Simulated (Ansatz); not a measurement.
NiSi2 (fluorite type, space group Fm-3m)

```yaml
crystal:
  lattice:
    - [0.00000, 2.72203, 2.72203]
    - [2.72203, 0.00000, 2.72203]
    - [2.72203, 2.72203, 0.00000]
  atoms:
    - { symbol: Ni, position: [0.00000, 0.00000, 0.00000] }
    - { symbol: Si, position: [0.25000, 0.25000, 0.25000] }
    - { symbol: Si, position: [0.75000, 0.75000, 0.75000] }
```

The slice is a {100} plane (indices of the conventional cell) through the point (0.250, 0.250, 0.250) (fractional), spanned by u = [100] and v = [0 1 -1] in vectors of this cell: u (3.85 Å) and v (3.85 Å, at 90° to u). It covers one period; positions are fractions (u, v).

These are PBE (plane waves to 420 eV, PAW, scalar-relativistic; Ansatz, a quantum-chemistry and plane-wave program) values and carry that method's errors. k mesh 15×15×15. These are valence fields of a PAW run, semicore shells included where kept as valence: close to a nucleus they are smooth pseudo fields. NiSi2 is run without spin polarisation. NiSi2 was relaxed with its symmetry unable to fall. The PAW data are Ansatz's earlier set.

Q: Sketch the electrostatic potential energy of an electron, from the cell's mean on this plane as a map.

A: 
```tsv
v \ u	0.00	0.10	0.20	0.30	0.40	0.50	0.60	0.70	0.80	0.90
0.90	x	x	x	5.1	7.8	7.9	7.8	5.0	x	x
0.75	x	1.1	4.8	4.8	1.1	x	1.1	4.8	4.8	1.1
0.60	7.9	7.8	5.1	x	x	x	x	x	5.0	7.8
0.45	8.3	7.9	4.3	x	x	x	x	x	4.2	7.9
0.30	4.0	5.1	5.9	2.3	x	x	x	2.4	5.9	5.1
0.15	x	x	x	5.8	7.0	6.8	7.0	5.8	x	x
0.00	x	x	x	3.9	7.9	8.4	7.9	3.9	x	x
```

Values: electrostatic potential energy of an electron, from the cell's mean, in eV. Points within 1 Å of a nucleus are blanked (x), as the pseudised field means little there. The zero, the cell's mean, hangs on the PAW cores.
